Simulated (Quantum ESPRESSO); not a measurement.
## Mo3WSe5S3 (one run as intended and one with a planted mistake)

A calculation, not a measurement. The program is pw.x of Quantum ESPRESSO 7.5 (plane-wave density functional theory). The cell is made up: 12 atoms on a layered 2H lattice, with randomly drawn elements, strain and displacements, not relaxed. PseudoDojo standard norm-conserving files (v0.5 for PBE, v0.4.1 for LDA and PBEsol) set the functional; there is no spin polarisation, spin-orbit coupling or dispersion term, and the masses in the input are unused placeholders.

Intended input:

```
&control calculation='scf', pseudo_dir='./dojo.nc.sr.pbe.v0_5.standard.upf', outdir='./o', disk_io='medium', tprnfor=.true., tstress=.true. /
&system ibrav=0, nat=12, ntyp=4, nbnd=83, ecutwfc=85.99341389, nosym=.true., tot_charge=0,
 occupations='smearing', smearing='fd', degauss=0.0018374661
/
&electrons conv_thr=7.350e-09, electron_maxstep=60, /
ATOMIC_SPECIES
Mo 1.0 Mo.upf
S 1.0 S.upf
Se 1.0 Se.upf
W 1.0 W.upf
CELL_PARAMETERS angstrom
3.2573 -0.0293 0.0117
-0.0507 5.5319 -0.0081
0.0468 -0.0187 13.0382
ATOMIC_POSITIONS angstrom
Mo -0.071 1.8748 3.202
Mo 1.6241 0.867 9.7962
Mo 1.5967 4.625 3.3475
W -0.041 3.7352 9.8082
Se -0.037 1.8005 8.177
Se 0.066 1.8423 11.3755
S 1.6315 0.8723 1.6329
Se 1.6569 0.9178 4.8575
S 1.6059 4.5203 8.1866
Se 1.6085 4.6176 11.3719
Se -0.0751 3.7091 1.5793
S 0.0064 3.7248 4.8852
K_POINTS automatic
7 4 2 1 1 1
```

The log is shortened where brackets say so; the opening notice, blank lines, dates and the lines on written files are dropped, and the path of the files is cut. It prints rydbergs, bohrs and kilobars, and counts compression as positive stress. Where no state is partly filled, the Fermi energy that it prints is only some level between the filled and the empty states on the mesh, and need not lie in the true gap.

Log of the intended run:

```
     Program PWSCF v.7.5
     Parallel version (MPI & OpenMP), running on       1 processor cores
     Number of MPI processes:                 1
     Threads/MPI process:                     1
     [start-up lines left out]
     bravais-lattice index     =            0
     lattice parameter (alat)  =       6.1557  a.u.
     unit-cell volume          =    1585.2729 (a.u.)^3
     number of atoms/cell      =           12
     number of atomic types    =            4
     number of electrons       =       154.00
     number of Kohn-Sham states=           83
     kinetic-energy cutoff     =      85.9934  Ry
     charge density cutoff     =     343.9737  Ry
     scf convergence threshold =      7.3E-09
     mixing beta               =       0.7000
     number of iterations used =            8  plain     mixing
     Exchange-correlation= PBE
                           (   1   4   3   4   0   0   0)
     [axes and pseudopotential details left out]
   Cartesian axes
     site n.     atom                  positions (alat units)
         1        Mo     tau(   1) = (  -0.0217962   0.5755417   0.9829766  )
         2        Mo     tau(   2) = (   0.4985798   0.2661589   3.0073191  )
         3        Mo     tau(   3) = (   0.4901683   1.4198210   1.0276434  )
         4        W      tau(   4) = (  -0.0125865   1.1466628   3.0110030  )
         5        Se     tau(   5) = (  -0.0113586   0.5527325   2.5102436  )
         6        Se     tau(   6) = (   0.0202612   0.5655646   3.4921458  )
         7        S      tau(   7) = (   0.5008515   0.2677859   0.5012812  )
         8        Se     tau(   8) = (   0.5086490   0.2817539   1.4911958  )
         9        S      tau(   9) = (   0.4929926   1.3876794   2.5131907  )
        10        Se     tau(  10) = (   0.4937907   1.4175493   3.4910406  )
        11        Se     tau(  11) = (  -0.0230548   1.1386504   0.4848267  )
        12        S      tau(  12) = (   0.0019647   1.1434701   1.4996994  )
     number of k points=    28  Fermi-Dirac smearing, width (Ry)=  0.0018
                       cart. coord. in units 2pi/alat
        k(    1) = (   0.0718770   0.0743561   0.0623084), wk =   0.0714286
        k(    2) = (   0.0723241   0.0741773  -0.0626130), wk =   0.0714286
     [further k points left out]
     Dense  grid:   170715 G-vectors     FFT dimensions: (  40,  64, 150)
     Estimated max dynamical RAM per process >     338.93 MB
     Initial potential from superposition of free atoms
     starting charge     153.9947, renormalised to     154.0000
     Starting wfcs are   97 randomized atomic wfcs
     total cpu time spent up to now is       64.7 secs
     per-process dynamical memory:   188.4 Mb
     Self-consistent Calculation
     iteration #  1     ecut=    85.99 Ry     beta= 0.70
     Davidson diagonalization with overlap
     ethr =  1.00E-02,  avg # of iterations =  2.0
     Threshold (ethr) on eigenvalues was too large:
     Diagonalizing with lowered threshold
     Davidson diagonalization with overlap
     ethr =  7.69E-04,  avg # of iterations =  2.0
     total cpu time spent up to now is      242.4 secs
     total energy              =   -1851.64645817 Ry
     estimated scf accuracy    <       1.21774613 Ry
     iteration #  2     ecut=    85.99 Ry     beta= 0.70
     Davidson diagonalization with overlap
     ethr =  7.91E-04,  avg # of iterations =  9.1
     total cpu time spent up to now is      400.4 secs
     total energy              =   -1848.97538718 Ry
     estimated scf accuracy    <      30.20931942 Ry
     [iterations 3 to 20 left out]
     iteration # 21     ecut=    85.99 Ry     beta= 0.70
     Davidson diagonalization with overlap
     ethr =  7.31E-11,  avg # of iterations =  5.2
     total cpu time spent up to now is     2814.2 secs
     total energy              =   -1852.31864396 Ry
     estimated scf accuracy    <       0.00000003 Ry
     iteration # 22     ecut=    85.99 Ry     beta= 0.70
     Davidson diagonalization with overlap
     ethr =  1.99E-11,  avg # of iterations =  3.2
     total cpu time spent up to now is     2937.6 secs
     End of self-consistent calculation
     [lines on levels left out]
     the Fermi energy is    12.5155 ev
!    total energy              =   -1852.31864395 Ry
     estimated scf accuracy    <          6.9E-09 Ry
     smearing contrib. (-TS)   =      -0.00000000 Ry
     internal energy E=F+TS    =   -1852.31864395 Ry
     The total energy is F=E-TS. E is the sum of the following terms:
     one-electron contribution =   -1095.87512691 Ry
     hartree contribution      =     600.88751151 Ry
     xc contribution           =    -356.55758035 Ry
     ewald contribution        =   -1000.77344821 Ry
     convergence has been achieved in  22 iterations
     Forces acting on atoms (cartesian axes, Ry/au):
     atom    1 type  1   force =     0.06241077   -0.01381049   -0.00738750
     atom    2 type  1   force =     0.01561735    0.00754488   -0.06679714
     atom    3 type  1   force =    -0.00379919   -0.04664012   -0.08505138
     atom    4 type  4   force =     0.01851225   -0.03385771   -0.11091216
     atom    5 type  3   force =     0.01552580    0.01539896   -0.04836784
     atom    6 type  3   force =    -0.03299322    0.00128022    0.07701433
     atom    7 type  2   force =    -0.01807503    0.00916203    0.04593833
     atom    8 type  3   force =    -0.03516227    0.04689346    0.07683359
     atom    9 type  2   force =    -0.00652230    0.02160619    0.02324351
     atom   10 type  3   force =    -0.00985052   -0.01178006    0.12392932
     atom   11 type  3   force =     0.01197218    0.02187629   -0.00134114
     atom   12 type  2   force =    -0.01763583   -0.01767364   -0.02710191
     Total force =     0.269149     Total SCF correction =     0.000462
     Computing stress (Cartesian axis) and pressure
          total   stress  (Ry/bohr**3)                   (kbar)     P=       70.58
   0.00031992   0.00010023  -0.00019185           47.06       14.74      -28.22
   0.00010023   0.00058761  -0.00009755           14.74       86.44      -14.35
  -0.00019185  -0.00009755   0.00053180          -28.22      -14.35       78.23
     init_run     :     60.10s CPU     64.63s WALL (       1 calls)
     electrons    :   2774.54s CPU   2872.94s WALL (       1 calls)
     forces       :     17.05s CPU     17.35s WALL (       1 calls)
     stress       :     66.27s CPU     68.52s WALL (       1 calls)
     [timing details left out]
     PWSCF        :  48m38.37s CPU  50m24.73s WALL
     JOB DONE.
```

A second run has one planted mistake: the cell has the wrong charge. The input lines that differ, file-writing options aside:

```
- &system ibrav=0, nat=12, ntyp=4, nbnd=83, ecutwfc=85.99341389, nosym=.true., tot_charge=0,
+ &system ibrav=0, nat=12, ntyp=4, nbnd=84, ecutwfc=85.99341389, nosym=.true., tot_charge=-1,
```

Its log:

```
     Program PWSCF v.7.5
     Parallel version (MPI & OpenMP), running on       4 processor cores
     Number of MPI processes:                 4
     Threads/MPI process:                     1
     [start-up lines left out]
     bravais-lattice index     =            0
     lattice parameter (alat)  =       6.1557  a.u.
     unit-cell volume          =    1585.2729 (a.u.)^3
     number of atoms/cell      =           12
     number of atomic types    =            4
     number of electrons       =       155.00
     number of Kohn-Sham states=           84
     kinetic-energy cutoff     =      85.9934  Ry
     charge density cutoff     =     343.9737  Ry
     scf convergence threshold =      7.3E-09
     mixing beta               =       0.7000
     number of iterations used =            8  plain     mixing
     Exchange-correlation= PBE
                           (   1   4   3   4   0   0   0)
     [axes and pseudopotential details left out]
   Cartesian axes
     site n.     atom                  positions (alat units)
         1        Mo     tau(   1) = (  -0.0217962   0.5755417   0.9829766  )
         2        Mo     tau(   2) = (   0.4985798   0.2661589   3.0073191  )
         3        Mo     tau(   3) = (   0.4901683   1.4198210   1.0276434  )
         4        W      tau(   4) = (  -0.0125865   1.1466628   3.0110030  )
         5        Se     tau(   5) = (  -0.0113586   0.5527325   2.5102436  )
         6        Se     tau(   6) = (   0.0202612   0.5655646   3.4921458  )
         7        S      tau(   7) = (   0.5008515   0.2677859   0.5012812  )
         8        Se     tau(   8) = (   0.5086490   0.2817539   1.4911958  )
         9        S      tau(   9) = (   0.4929926   1.3876794   2.5131907  )
        10        Se     tau(  10) = (   0.4937907   1.4175493   3.4910406  )
        11        Se     tau(  11) = (  -0.0230548   1.1386504   0.4848267  )
        12        S      tau(  12) = (   0.0019647   1.1434701   1.4996994  )
     number of k points=    28  Fermi-Dirac smearing, width (Ry)=  0.0018
                       cart. coord. in units 2pi/alat
        k(    1) = (   0.0718770   0.0743561   0.0623084), wk =   0.0714286
        k(    2) = (   0.0723241   0.0741773  -0.0626130), wk =   0.0714286
     [further k points left out]
     Dense  grid:   170715 G-vectors     FFT dimensions: (  40,  64, 150)
     Estimated max dynamical RAM per process >     532.13 MB
     Estimated total dynamical RAM >       1.96 GB
     Initial potential from superposition of free atoms
     starting charge     153.9947, renormalised to     155.0000
     Starting wfcs are   97 randomized atomic wfcs
     total cpu time spent up to now is       11.0 secs
     per-process dynamical memory:   383.2 Mb
     Self-consistent Calculation
     iteration #  1     ecut=    85.99 Ry     beta= 0.70
     Davidson diagonalization with overlap
     ethr =  1.00E-02,  avg # of iterations =  2.0
     total cpu time spent up to now is       36.7 secs
     total energy              =   -1850.26819958 Ry
     estimated scf accuracy    <       1.71001584 Ry
     iteration #  2     ecut=    85.99 Ry     beta= 0.70
     Davidson diagonalization with overlap
     ethr =  1.10E-03,  avg # of iterations = 10.2
     total cpu time spent up to now is       76.6 secs
     total energy              =   -1847.68097068 Ry
     estimated scf accuracy    <      31.50326429 Ry
     [iterations 3 to 19 left out]
     iteration # 20     ecut=    85.99 Ry     beta= 0.70
     Davidson diagonalization with overlap
     ethr =  2.23E-11,  avg # of iterations =  3.4
     total cpu time spent up to now is      517.7 secs
     total energy              =   -1851.34288460 Ry
     estimated scf accuracy    <       0.00000002 Ry
     iteration # 21     ecut=    85.99 Ry     beta= 0.70
     Davidson diagonalization with overlap
     ethr =  1.35E-11,  avg # of iterations =  2.7
     total cpu time spent up to now is      538.9 secs
     End of self-consistent calculation
     [lines on levels left out]
     the Fermi energy is    13.4146 ev
!    total energy              =   -1851.34288460 Ry
     estimated scf accuracy    <          5.0E-09 Ry
     smearing contrib. (-TS)   =      -0.00086915 Ry
     internal energy E=F+TS    =   -1851.34201545 Ry
     The total energy is F=E-TS. E is the sum of the following terms:
     one-electron contribution =   -1094.72540172 Ry
     hartree contribution      =     601.63410757 Ry
     xc contribution           =    -357.47727308 Ry
     ewald contribution        =   -1000.77344821 Ry
     convergence has been achieved in  21 iterations
     Forces acting on atoms (cartesian axes, Ry/au):
     atom    1 type  1   force =     0.05664357   -0.01389260    0.00015829
     atom    2 type  1   force =     0.01527087   -0.01228066   -0.06463813
     atom    3 type  1   force =     0.00247730   -0.04848427   -0.07624460
     atom    4 type  4   force =     0.01657959   -0.01377410   -0.10423457
     atom    5 type  3   force =     0.01576399    0.01656085   -0.05726990
     atom    6 type  3   force =    -0.03192136    0.00411093    0.08457444
     atom    7 type  2   force =    -0.01778641    0.01064172    0.03048667
     atom    8 type  3   force =    -0.03468004    0.04538613    0.08361475
     atom    9 type  2   force =    -0.00607894    0.01982470    0.01216306
     atom   10 type  3   force =    -0.00926398   -0.01404762    0.12812844
     atom   11 type  3   force =     0.01088663    0.02043663   -0.02019421
     atom   12 type  2   force =    -0.01789123   -0.01448172   -0.01654424
     Total force =     0.264751     Total SCF correction =     0.000477
     Computing stress (Cartesian axis) and pressure
          total   stress  (Ry/bohr**3)                   (kbar)     P=      193.22
   0.00110768   0.00009861  -0.00018709          162.95       14.51      -27.52
   0.00009861   0.00137571  -0.00009165           14.51      202.37      -13.48
  -0.00018709  -0.00009165   0.00145713          -27.52      -13.48      214.35
     init_run     :     10.37s CPU     10.78s WALL (       1 calls)
     electrons    :    517.35s CPU    527.91s WALL (       1 calls)
     forces       :      3.99s CPU      4.06s WALL (       1 calls)
     stress       :     13.26s CPU     13.53s WALL (       1 calls)
     [timing details left out]
     PWSCF        :   9m 5.25s CPU   9m16.75s WALL
     JOB DONE.
```

|  | intended run | run with the mistake |
| --- | --- | --- |
| free energy (eV) | -25202.079 | -25188.803 |
| smearing term -TS (eV) | 0.0000 | -0.0118 |
| pressure (GPa) | 7.06 | 19.32 |
| largest force component (eV/Å) | 3.186 | 3.294 |
| largest change of a force component (eV/Å) |  | 0.516 |
| iterations | 22 | 21 |

For scale, a rerun of the intended cell at a cutoff of 1467 eV and k mesh 9 x 6 x 4 moved values by no more than 0.002 eV in energy, 0.02 GPa in stress and 0.007 eV/Å in force. The charged cell sits in a uniform background, so its energy and stress rest on the program's zero of potential. The number of bands, nbnd, was set by rule from the electron count and the smearing, so it follows the mistake.